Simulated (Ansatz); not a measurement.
# Fe$_{2}$CuN$_{2}$: which magnetic state is lowest?

The calculation used DFT PBE, scalar-relativistic, plane waves, PAW in Ansatz.

```
CELL_PARAMETERS angstrom
-1.72078 1.72078 5.26594
1.72078 -1.72078 5.26594
1.72078 1.72078 -5.26594
ATOMIC_POSITIONS crystal
Fe 0.75000 0.25000 0.50000
Fe 0.25000 0.75000 0.50000
Cu 0.00000 0.00000 0.00000
N 0.82566 0.82566 0.00000
N 0.17434 0.17434 0.00000
```

```json
{
  "plane-wave cutoff": "420 eV",
  "Γ-centred k-mesh": "14×14×14",
  "occupation rule": "Gaussian smearing, 0.1 eV",
  "list of starting moments (μB, in atom order)": "4 4 0 0 0",
  "check for lower electronic states after the SCF": "off"
}
```

All runs keep this geometry, which isn't relaxed for the lowest state (largest force there 0.253 eV/Å, pressure 2.3 GPa) and needn't be a stable compound; relaxing each order can shift differences of a few meV. Signs run over the atoms with starting moments. The large starts are 5 5 0 0 0 μB. The small starts are 0.5 0.5 0 0 0 μB. Site moments are spin moments in atom-centred spheres that scale with the neighbour distance. The states are those that the runs reached from these starts; a lower one can exist.

Problem. Starts tried: no spin; ferromagnetic; large parallel starting moments; antiferromagnetic in the cell, signs +-; small parallel starting moments. Which state comes out lowest, and what are the moments?

Solution. The lowest state is antiferromagnetic, reached from the start “antiferromagnetic in the cell, signs +-”, with site moments (μB) Fe +1.21, Fe -1.21.

| start | ends | energy above lowest (meV/atom) | site moments (μB) | gap on mesh (eV) | P (GPa) |
| --- | --- | --- | --- | --- | --- |
| no spin | non-magnetic | 16.9 | none over 0.05 | metal | -1.4 |
| ferromagnetic | non-magnetic | 16.9 | none over 0.05 | metal | -1.4 |
| large parallel starting moments | non-magnetic | 16.9 | none over 0.05 | metal | -1.4 |
| antiferromagnetic in the cell, signs +- | antiferromagnetic | 0.00 | Fe +1.21, Fe -1.21 | metal | 2.3 |
| small parallel starting moments | non-magnetic | 16.9 | none over 0.05 | metal | -1.4 |

Cost: 5 runs of about 17 core-minutes in all, on Arm Neoverse V1 (shared hosts).